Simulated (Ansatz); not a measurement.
Ti₃InC:
```yaml
crystal:
  lattice:
    - [4.23198, 0.00000, 0.00000]
    - [0.00000, 4.23198, 0.00000]
    - [0.00000, 0.00000, 4.23198]
  atoms:
    - { symbol: Ti, position: [0.50000, 0.50000, 0.00000] }
    - { symbol: Ti, position: [0.00000, 0.50000, 0.50000] }
    - { symbol: Ti, position: [0.50000, 0.00000, 0.50000] }
    - { symbol: In, position: [0.00000, 0.00000, 0.00000] }
    - { symbol: C, position: [0.50000, 0.50000, 0.50000] }
```

Relaxed with r²SCAN. Special points in fractions of this cell's reciprocal vectors: Γ (0.000, 0.000, 0.000); X (0.000, 0.500, 0.000); M (0.500, 0.500, 0.000); R (0.500, 0.500, 0.500).

**Question.** List the band energies nearest the Fermi level at these points for plane-wave PAW r²SCAN (Ansatz code).

**Answer.** In eV from the Fermi level; about four levels below and three above (degenerate sets whole), none deeper than 8.9 eV; points with the same levels are listed once.

```
k                                below                above
-  -----------------------------------  -------------------
Γ        -1.58 -1.58 -1.41 -1.41 -1.41       1.48 1.48 1.48
X              -1.74 -1.74 -1.11 -0.40  0.51 0.95 1.39 1.39
M              -3.53 -2.61 -2.61 -1.77  0.17 0.17 0.33 0.33
R  -5.45 -5.45 -5.45 -2.03 -2.03 -2.03       0.32 0.32 0.32
```

Space group Pm-3m (anti-perovskite). The workflow started from a Materials Project entry (that database holds measured and hypothetical structures alike); the Crystallography Open Database copy checked does not list it. Its standing as an ambient phase is unchecked. Symmetry was held in the r²SCAN relaxation; whether a distortion lowers the energy is not shown. The run is not spin-polarised. Scalar-relativistic: spin–orbit coupling is off unless named, which matters more the heavier the elements.

Potentials: the earlier of the program's two PAW sets.
